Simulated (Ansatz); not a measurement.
This cell of HfO2 (fluorite) is off equilibrium:

```
CELL_PARAMETERS angstrom
      0.00000     2.59086     2.59086
      2.59086     0.00000     2.59086
      2.59086     2.59086     0.00000
ATOMIC_POSITIONS crystal
  Hf 0.00000 0.00000 0.00000
  O  0.25000 0.25000 0.25000
  O  0.75000 0.75000 0.75000
```

All values below come from PBE (plane waves to 420 eV, PAW, scalar-relativistic; Ansatz, a first-principles code). k mesh 11×11×11 (Γ-centred), Fermi-Dirac smearing 0.05 eV. Energies are smeared free energies. Stress and pressure are positive under compression. HfO2 is run without spin polarisation. HfO2 was relaxed with its symmetry unable to fall. Spin-orbit coupling is left out, though Hf is heavy. The PAW data are Ansatz's earlier set. This is a high-temperature form of HfO2.

Q: Give the stress tensor in GPa and the pressure.

A: 
```
  -10.8      0.0      0.0
    0.0    -10.8      0.0
    0.0      0.0    -10.8
```
The pressure, a third of the trace, is -10.8 GPa.

Q: It is the relaxed cell scaled evenly to V/V₀ = 1.050, atoms relaxed where free. What is its energy relative to the relaxed cell?

A: 19.5 meV/atom.

(A scan under strain: stresses follow from slopes of the energy per volume, elastic moduli from its curvatures.)
